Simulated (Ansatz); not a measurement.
Input and steps of a relaxation of cell and atoms on Zr3SnO8 on the sites of the rutile structure (relaxed group Cmmm) (Ansatz, PBE). It starts from a guessed cell.

```yaml
crystal:
  lattice:
    - [3.61733338, -3.61733338, 0.0]
    - [3.61733338, 3.61733338, 0.0]
    - [0.0, 0.0, 6.88737678]
  atoms:
    - { symbol: Zr, position: [0.5, 0.5, 0.25] }
    - { symbol: Sn, position: [0.0, 0.0, 0.0] }
    - { symbol: O, position: [0.1940277, 0.1940277, 0.25] }
    - { symbol: O, position: [0.8059723, 0.8059723, 0.25] }
    - { symbol: O, position: [0.6940277, 0.3059723, 0.0] }
    - { symbol: O, position: [0.3059723, 0.6940277, 0.0] }
    - { symbol: Zr, position: [0.5, 0.5, 0.75] }
    - { symbol: Zr, position: [0.0, 0.0, 0.5] }
    - { symbol: O, position: [0.1940277, 0.1940277, 0.75] }
    - { symbol: O, position: [0.8059723, 0.8059723, 0.75] }
    - { symbol: O, position: [0.6940277, 0.3059723, 0.5] }
    - { symbol: O, position: [0.3059723, 0.6940277, 0.5] }
kpoints:
  mp_grid: { grid: [4, 4, 4] }
hamiltonian:
  xc: pbe
scf:
  occupations: { method: fermi_dirac, width: 0.02 }
relax:
  f_tol: 0.005
  cell: {}
```

The trajectory has 9 recorded frames, each with positions in Å and forces in eV/Å. The last, and any step after a large change of cell, is solved on a basis re-selected at its cell; pressure is positive in compression.

Step 1: energy 0.0 meV/atom from step 1, largest force component 0.504 eV/Å, pressure -21.05 GPa
```xyz
12
Lattice="3.6173 -3.6173 0.0000 3.6173 3.6173 0.0000 0.0000 0.0000 6.8874" Properties=species:S:1:pos:R:3:forces:R:3 pbc="T T T"
Zr    3.6173    0.0000    1.7218    0.0000    0.0000   -0.0652
Sn    0.0000    0.0000    0.0000    0.0000    0.0000    0.0000
O     1.4037    0.0000    1.7218   -0.2053    0.0000    0.1115
O     5.8309    0.0000    1.7218    0.2053    0.0000    0.1115
O     3.6173   -1.4037    0.0000    0.0000    0.5045    0.0000
O     3.6173    1.4037    0.0000    0.0000   -0.5045    0.0000
Zr    3.6173    0.0000    5.1655    0.0000    0.0000    0.0652
Zr    0.0000    0.0000    3.4437    0.0000    0.0000    0.0000
O     1.4037    0.0000    5.1655   -0.2053    0.0000   -0.1115
O     5.8309    0.0000    5.1655    0.2053    0.0000   -0.1115
O     3.6173   -1.4037    3.4437    0.0000    0.4202    0.0000
O     3.6173    1.4037    3.4437    0.0000   -0.4202    0.0000
```

Step 2: energy -154.7 meV/atom from step 1, largest force component 0.380 eV/Å, pressure -2.79 GPa
```xyz
12
Lattice="3.4908 -3.4747 0.0000 3.4908 3.4747 0.0000 0.0000 0.0000 6.5479" Properties=species:S:1:pos:R:3:forces:R:3 pbc="T T T"
Zr    3.4908    0.0000    1.6359    0.0000    0.0000    0.1003
Sn    0.0000    0.0000    0.0000    0.0000    0.0000    0.0000
O     1.3599    0.0000    1.6428   -0.1592    0.0000   -0.2676
O     5.6218    0.0000    1.6428    0.1592    0.0000   -0.2676
O     3.4908   -1.3400    0.0000    0.0000   -0.3797    0.0000
O     3.4908    1.3400    0.0000    0.0000    0.3797    0.0000
Zr    3.4908    0.0000    4.9120    0.0000    0.0000   -0.1003
Zr    0.0000    0.0000    3.2739    0.0000    0.0000    0.0000
O     1.3599    0.0000    4.9051   -0.1592    0.0000    0.2676
O     5.6218    0.0000    4.9051    0.1592    0.0000    0.2676
O     3.4908   -1.3429    3.2739    0.0000   -0.0298    0.0000
O     3.4908    1.3429    3.2739    0.0000    0.0298    0.0000
```

Step 3: energy -159.0 meV/atom from step 1, largest force component 0.116 eV/Å, pressure +0.88 GPa
```xyz
12
Lattice="3.4682 -3.4478 0.0000 3.4682 3.4478 0.0000 0.0000 0.0000 6.5036" Properties=species:S:1:pos:R:3:forces:R:3 pbc="T T T"
Zr    3.4682    0.0000    1.6185    0.0000    0.0000    0.0683
Sn    0.0000    0.0000    0.0000    0.0000    0.0000    0.0000
O     1.3430    0.0000    1.6104    0.1157    0.0000    0.0449
O     5.5934    0.0000    1.6104   -0.1157    0.0000    0.0449
O     3.4682   -1.3536    0.0000    0.0000    0.0868    0.0000
O     3.4682    1.3536    0.0000    0.0000   -0.0868    0.0000
Zr    3.4682    0.0000    4.8850    0.0000    0.0000   -0.0683
Zr    0.0000    0.0000    3.2518    0.0000    0.0000    0.0000
O     1.3430    0.0000    4.8932    0.1157    0.0000   -0.0449
O     5.5934    0.0000    4.8932   -0.1157    0.0000   -0.0449
O     3.4682   -1.3318    3.2518    0.0000   -0.0671    0.0000
O     3.4682    1.3318    3.2518    0.0000    0.0671    0.0000
```

**Question.** Estimate where the relaxation ends.

**Answer.**
Step 4: energy -159.1 meV/atom from step 1, largest force component 0.063 eV/Å, pressure -0.01 GPa
```xyz
12
Lattice="3.4717 -3.4504 0.0000 3.4717 3.4504 0.0000 0.0000 0.0000 6.5206" Properties=species:S:1:pos:R:3:forces:R:3 pbc="T T T"
Zr    3.4717    0.0000    1.6275    0.0000    0.0000   -0.0630
Sn    0.0000    0.0000    0.0000    0.0000    0.0000    0.0000
O     1.3473    0.0000    1.6180    0.0207    0.0000    0.0077
O     5.5961    0.0000    1.6180   -0.0207    0.0000    0.0077
O     3.4717   -1.3477    0.0000    0.0000   -0.0406    0.0000
O     3.4717    1.3477    0.0000    0.0000    0.0406    0.0000
Zr    3.4717    0.0000    4.8931    0.0000    0.0000    0.0630
Zr    0.0000    0.0000    3.2603    0.0000    0.0000    0.0000
O     1.3473    0.0000    4.9027    0.0207    0.0000   -0.0077
O     5.5961    0.0000    4.9027   -0.0207    0.0000   -0.0077
O     3.4717   -1.3355    3.2603    0.0000   -0.0146    0.0000
O     3.4717    1.3355    3.2603    0.0000    0.0146    0.0000
```

Step 5: energy -159.1 meV/atom from step 1, largest force component 0.006 eV/Å, pressure 0.00 GPa
```xyz
12
Lattice="3.4715 -3.4492 0.0000 3.4715 3.4492 0.0000 0.0000 0.0000 6.5208" Properties=species:S:1:pos:R:3:forces:R:3 pbc="T T T"
Zr    3.4715    0.0000    1.6259    0.0000    0.0000    0.0024
Sn    0.0000    0.0000    0.0000    0.0000    0.0000    0.0000
O     1.3488    0.0000    1.6182   -0.0058    0.0000   -0.0002
O     5.5942    0.0000    1.6182    0.0058    0.0000   -0.0002
O     3.4715   -1.3499    0.0000    0.0000    0.0026    0.0000
O     3.4715    1.3499    0.0000    0.0000   -0.0026    0.0000
Zr    3.4715    0.0000    4.8949    0.0000    0.0000   -0.0024
Zr    0.0000    0.0000    3.2604    0.0000    0.0000    0.0000
O     1.3488    0.0000    4.9026   -0.0058    0.0000    0.0002
O     5.5942    0.0000    4.9026    0.0058    0.0000    0.0002
O     3.4715   -1.3359    3.2604    0.0000    0.0050    0.0000
O     3.4715    1.3359    3.2604    0.0000   -0.0050    0.0000
```

Step 6: energy -159.1 meV/atom from step 1, largest force component 0.002 eV/Å, pressure +0.01 GPa
```xyz
12
Lattice="3.4704 -3.4494 0.0000 3.4704 3.4494 0.0000 0.0000 0.0000 6.5223" Properties=species:S:1:pos:R:3:forces:R:3 pbc="T T T"
Zr    3.4704    0.0000    1.6264    0.0000    0.0000   -0.0017
Sn    0.0000    0.0000    0.0000    0.0000    0.0000    0.0000
O     1.3479    0.0000    1.6186    0.0016    0.0000   -0.0010
O     5.5930    0.0000    1.6186   -0.0016    0.0000   -0.0010
O     3.4704   -1.3497    0.0000    0.0000   -0.0009    0.0000
O     3.4704    1.3497    0.0000    0.0000    0.0009    0.0000
Zr    3.4704    0.0000    4.8959    0.0000    0.0000    0.0017
Zr    0.0000    0.0000    3.2611    0.0000    0.0000    0.0000
O     1.3479    0.0000    4.9037    0.0016    0.0000    0.0010
O     5.5930    0.0000    4.9037   -0.0016    0.0000    0.0010
O     3.4704   -1.3355    3.2611    0.0000   -0.0025    0.0000
O     3.4704    1.3355    3.2611    0.0000    0.0025    0.0000
```

Step 7: energy -155.5 meV/atom from step 1, largest force component 0.003 eV/Å, pressure -0.54 GPa
```xyz
12
Lattice="3.4704 -3.4494 0.0000 3.4704 3.4494 0.0000 0.0000 0.0000 6.5223" Properties=species:S:1:pos:R:3:forces:R:3 pbc="T T T"
Zr    3.4704    0.0000    1.6264    0.0000    0.0000   -0.0015
Sn    0.0000    0.0000    0.0000    0.0000    0.0000    0.0000
O     1.3479    0.0000    1.6186    0.0023    0.0000   -0.0006
O     5.5930    0.0000    1.6186   -0.0023    0.0000   -0.0006
O     3.4704   -1.3497    0.0000    0.0000   -0.0022    0.0000
O     3.4704    1.3497    0.0000    0.0000    0.0022    0.0000
Zr    3.4704    0.0000    4.8959    0.0000    0.0000    0.0015
Zr    0.0000    0.0000    3.2611    0.0000    0.0000    0.0000
O     1.3479    0.0000    4.9037    0.0023    0.0000    0.0006
O     5.5930    0.0000    4.9037   -0.0023    0.0000    0.0006
O     3.4704   -1.3355    3.2611    0.0000   -0.0034    0.0000
O     3.4704    1.3355    3.2611    0.0000    0.0034    0.0000
```

Step 8: energy -155.7 meV/atom from step 1, largest force component 0.001 eV/Å, pressure +0.01 GPa
```xyz
12
Lattice="3.4669 -3.4453 0.0000 3.4669 3.4453 0.0000 0.0000 0.0000 6.5180" Properties=species:S:1:pos:R:3:forces:R:3 pbc="T T T"
Zr    3.4669    0.0000    1.6252    0.0000    0.0000   -0.0002
Sn    0.0000    0.0000    0.0000    0.0000    0.0000    0.0000
O     1.3470    0.0000    1.6173    0.0003    0.0000   -0.0003
O     5.5868    0.0000    1.6173   -0.0003    0.0000   -0.0003
O     3.4669   -1.3489    0.0000    0.0000    0.0007    0.0000
O     3.4669    1.3489    0.0000    0.0000   -0.0007    0.0000
Zr    3.4669    0.0000    4.8928    0.0000    0.0000    0.0002
Zr    0.0000    0.0000    3.2590    0.0000    0.0000    0.0000
O     1.3470    0.0000    4.9007    0.0003    0.0000    0.0003
O     5.5868    0.0000    4.9007   -0.0003    0.0000    0.0003
O     3.4669   -1.3345    3.2590    0.0000    0.0009    0.0000
O     3.4669    1.3345    3.2590    0.0000   -0.0009    0.0000
```

Step 9: energy -155.6 meV/atom from step 1, largest force component 0.001 eV/Å, pressure -0.01 GPa
```xyz
12
Lattice="3.4669 -3.4453 0.0000 3.4669 3.4453 0.0000 0.0000 0.0000 6.5180" Properties=species:S:1:pos:R:3:forces:R:3 pbc="T T T"
Zr    3.4669    0.0000    1.6252    0.0000    0.0000   -0.0003
Sn    0.0000    0.0000    0.0000    0.0000    0.0000    0.0000
O     1.3470    0.0000    1.6173    0.0003    0.0000   -0.0005
O     5.5868    0.0000    1.6173   -0.0003    0.0000   -0.0005
O     3.4669   -1.3489    0.0000    0.0000    0.0004    0.0000
O     3.4669    1.3489    0.0000    0.0000   -0.0004    0.0000
Zr    3.4669    0.0000    4.8928    0.0000    0.0000    0.0003
Zr    0.0000    0.0000    3.2590    0.0000    0.0000    0.0000
O     1.3470    0.0000    4.9007    0.0003    0.0000    0.0005
O     5.5868    0.0000    4.9007   -0.0003    0.0000    0.0005
O     3.4669   -1.3345    3.2590    0.0000    0.0009    0.0000
O     3.4669    1.3345    3.2590    0.0000   -0.0009    0.0000
```

In 7 steps the volume changed by -13.6 %; between the first SCF and the last, each on a basis chosen for its cell, the energy fell by 156 meV an atom. At the end: space group Cmmm (No. 65), orthorhombic; conventional cell a = 6.891 Å, b = 6.934 Å, c = 6.518 Å, 12.98 Å³ an atom. Zr has 6 O at 2.11–2.12 Å; Sn has 6 O at 2.10 Å; O has 1 Sn at 2.10 Å and 2 Zr at 2.12 Å; O has 1 Sn at 2.10 Å and 2 Zr at 2.11 Å; O has 3 Zr at 2.11 Å.

It took 17 s on 1 × NVIDIA H100 80GB HBM3 with 2 threads of AMD EPYC 7R13 Processor (Zen 3), with other jobs on the host, load about 0.8 per core; peak host memory 1.2 GiB.

Values at 0 K without nuclear motion; spin polarisation is off, and the phase may be a hypothetical one.
